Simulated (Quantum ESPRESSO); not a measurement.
## Mo4Ta2SnHf (different elements on one site, starting from this cell)

Computed values, not a measurement. The program is pw.x of Quantum ESPRESSO 7.5 (plane-wave density functional theory). The cell is made up: eight metal atoms on a face-centred cubic lattice, with elements, volume, strain and displacements drawn at random and not relaxed, so it may be unstable or far from any real phase. PseudoDojo standard norm-conserving files set the functional (PBE unless stated); there is no spin polarisation or spin-orbit coupling, the Fermi-Dirac width of 0.25 eV means electrons at about 2900 K, and the masses in the input are unused placeholders. The tin pseudopotential is less sure than most, with forces differing by about three percent from a second method on plain tin. Heavy elements are run without spin-orbit coupling, which real alloys of them have. A spin test at this wide smearing found no moment, but such smearing suppresses magnetism that the real alloy may have.

The runs put different elements on site 5. Cell, positions, cutoff, mesh and smearing stay as in the input of run 1; sites are counted in its order. Stress in the tables is positive in tension.

Input of run 1:

```
&control calculation='scf', pseudo_dir='./dojo.nc.sr.pbe.v0_5.standard.upf', outdir='./o', disk_io='minimal', tprnfor=.true., tstress=.true. /
&system ibrav=0, nat=8, ntyp=4, nbnd=72, ecutwfc=84.00895049, nosym=.true., tot_charge=0,
 occupations='smearing', smearing='fd', degauss=0.0183746611
/
&electrons conv_thr=1.470e-08, electron_maxstep=70, mixing_beta=0.5 /
ATOMIC_SPECIES
Hf 1.0 Hf.upf
Mo 1.0 Mo.upf
Sn 1.0 Sn.upf
Ta 1.0 Ta.upf
CELL_PARAMETERS angstrom
-0.0096 2.0911 2.0643
-4.1141 4.1642 -4.0915
-4.1169 -4.1464 4.1121
ATOMIC_POSITIONS angstrom
Mo 0.049 0.0157 -0.0173
Ta -4.1111 -2.073 2.0344
Mo -4.1393 0.042 0.0292
Mo -4.0796 2.0911 -2.049
Sn -2.0483 0.0402 2.0872
Ta -2.0385 2.0541 0.0535
Mo -6.2027 0.0661 2.0997
Hf -6.19 2.0532 0.0375
K_POINTS automatic
8 4 4 1 1 1
```

| run | elements on sites 1 to 8 | -TS (eV) | pressure (GPa) | stress xx (GPa) | stress yy (GPa) | stress zz (GPa) | stress yz (GPa) | stress xz (GPa) | stress xy (GPa) | iterations |
| --- | --- | --- | --- | --- | --- | --- | --- | --- | --- | --- |
| 1 | Mo Ta Mo Mo Sn Ta Mo Hf | -1.875 | 4.92 | -1.44 | -6.92 | -6.39 | -2.38 | 0.30 | -0.42 | 22 |
| 2 | Mo Ta Mo Mo Pd Ta Mo Hf | -2.034 | -2.99 | 3.64 | 2.27 | 3.06 | -0.58 | -1.02 | 0.66 | 22 |
| 3 | Mo Ta Mo Mo In Ta Mo Hf | -1.905 | 4.40 | -2.20 | -5.82 | -5.18 | -1.18 | 0.10 | -0.31 | 22 |
| 4 | Mo Ta Mo Mo Zn Ta Mo Hf | -1.957 | -2.67 | 3.91 | 1.59 | 2.52 | -1.46 | -0.32 | 0.17 | 22 |

Forces Fx Fy Fz (eV/Å):

| site | run 1 | run 2 | run 3 | run 4 |
| --- | --- | --- | --- | --- |
| 1 | -0.83 -0.56 0.68 | -1.17 -0.79 0.90 | -0.87 -0.51 0.65 | -1.41 -0.78 0.91 |
| 2 | -1.01 0.42 -0.37 | -0.33 0.88 -0.91 | -1.01 0.39 -0.34 | -0.20 0.77 -0.81 |
| 3 | 0.47 -0.33 0.38 | 0.87 -0.47 0.46 | 0.52 -0.31 0.33 | 1.08 -0.55 0.59 |
| 4 | 0.63 0.17 -0.10 | 0.15 0.50 -0.46 | 0.65 0.15 -0.06 | 0.05 0.43 -0.41 |
| 5 | 0.53 -0.02 -0.21 | 0.11 -0.10 0.04 | 0.47 -0.01 -0.20 | 0.20 0.00 -0.10 |
| 6 | -0.46 0.33 -0.44 | -0.41 -0.30 0.18 | -0.43 0.23 -0.34 | -0.41 -0.32 0.22 |
| 7 | -0.13 -0.49 0.42 | -0.11 -0.40 0.40 | -0.14 -0.46 0.40 | -0.13 -0.43 0.40 |
| 8 | 0.81 0.47 -0.36 | 0.88 0.69 -0.61 | 0.81 0.51 -0.43 | 0.83 0.87 -0.80 |

Energies are left out, as each element's file has its own zero. A rerun of one cell of this series at a higher cutoff and on a denser mesh moved values by no more than 0.005 eV in energy, 0.12 GPa in stress and 0.005 eV/Å in force, and a second program with other atomic files agreed on that cell to 2 % rms in force and 0.5 GPa in pressure.